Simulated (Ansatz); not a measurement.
**Fields on a plane of SnS2 (CdI2 type)**

```
SnS2
1.0
    3.66945     0.00000     0.00000
   -1.83473     3.17784     0.00000
    0.00000     0.00000     5.80763
Sn S
1 2
Cartesian
  0.00000   0.00000   0.00000
  0.00000   2.11856   1.47832
  1.83473   1.05928   4.32931
```

The slice is a (-1 1 0 2) plane (indices of the conventional cell) through the point (0.667, 0.333, 0.746) (fractional), spanned by u = [110] and v = [1 -1 1] in vectors of this cell: u (3.67 Å) and v (8.61 Å, at 90° to u). It covers one period; positions are fractions (u, v).

Atoms on it: S at (0.00, 0.00). Other atoms lie within 1 Å of the plane.

Level of theory: PBE-D3(BJ) (plane waves to 420 eV, PAW, scalar-relativistic; Ansatz, a quantum-chemistry and plane-wave program). k mesh 10×10×6. These are valence fields of a PAW run, semicore shells included where kept as valence: close to a nucleus they are smooth pseudo fields. SnS2 was relaxed with its symmetry unable to fall. The PAW data are Ansatz's earlier set.

```
|*%+.   .+%|
|#*-.   .-*|
|-:.     .:|
|.         |
|          |
|          |
|          |
|...     ..|
|-=-.   .-=|
|*#+:   :+#|
|++-.   .-+|
|....   ...|
|          |
|-:.     .:|
|**=.   .=*|
|=++:   :++|
|:=*:   :*=|
|+*+:   :+*|
|++-.   .-+|
|...     ..|
|          |
|=+-.   .-+|
|*@#:   :#@|
| %%:   :%%|
```
Scale: ten equal steps from 0.003 (start of ' ') to 0.153 (end of '@'), in the order ' .:-=+*#%@'. Values: density of the lowest conduction band (whole band as if filled, smooth part) in e/Å³. The map has 10 points along u (one character each, u = 0 at the left) and 24 along v (v = 0 in the bottom row). 

```tsv
v \ u	0.00	0.20	0.40	0.60	0.80
0.88	1.8	5.7	7.4	7.4	5.7
0.75	7.4	7.8	8.1	8.1	7.8
0.62	x	0.4	7.4	7.4	0.4
0.50	0.3	4.5	6.9	6.9	4.5
0.38	x	<0.0	4.4	4.4	<0.0
0.25	x	x	3.7	3.7	x
0.12	<0.0	3.5	5.8	5.8	3.5
0.00	x	x	5.5	5.5	x
```

Values: electrostatic potential energy of an electron, from the cell's mean, in eV. Points within 1 Å of a nucleus are blanked (x), as the pseudised field means little there. Values under 0 eV are set to 0. The zero, the cell's mean, hangs on the PAW cores.
